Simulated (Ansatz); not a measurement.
**Property card for CdS**

CdS:
```xyz
2
Lattice="0.0000 2.7268 2.7268 2.7268 0.0000 2.7268 2.7268 2.7268 0.0000" Properties=species:S:1:pos:R:3 pbc="T T T"
Cd     0.0000     0.0000     0.0000
S      2.7268     2.7268     2.7268
```

Space group Fm-3m (No. 225), rock salt; conventional cell a = b = c = 5.4535 Å, α = β = γ = 90.00°.

Method: DFT-HSE06 in the program Ansatz with PAW potentials. Structure relaxed to zero pressure with the same functional. Other levels are named where they apply.

Cell and energy:

```json
{
  "volume_per_atom": "20.27 Å³",
  "density": "5.92 g/cm³"
}
```

Electronic structure:

```json
{
 "band_gap": "1.23 eV (indirect)",
 "valence_band_maximum": "off the standard path, at k = (0.000, 0.135, -0.281) in fractions of the reciprocal vectors",
 "conduction_band_minimum": "at X (3 equivalent valleys)",
 "smallest_direct_gap_on_the_standard_path": "2.77 eV"
}
```

Mechanics:

```json
{
  "Bulk modulus (Birch–Murnaghan fit)": "80.8 GPa",
  "Pressure derivative B′": "4.6"
}
```

Charges:

```json
{
 "bader_charges": "Cd +1.04, S -1.04 e"
}
```

This is a known high-pressure phase of the composition, computed here at zero pressure and temperature. The HSE06 relaxation kept the symmetry of its start; its stability against distortions is not shown here. The hybrid was solved on a coarse mesh, the path and, where they were found, the r²SCAN edge points; its band edges are the extreme levels among these. Spin–orbit coupling is left out wherever it is not named.

Potentials: the later of the program's two PAW sets.
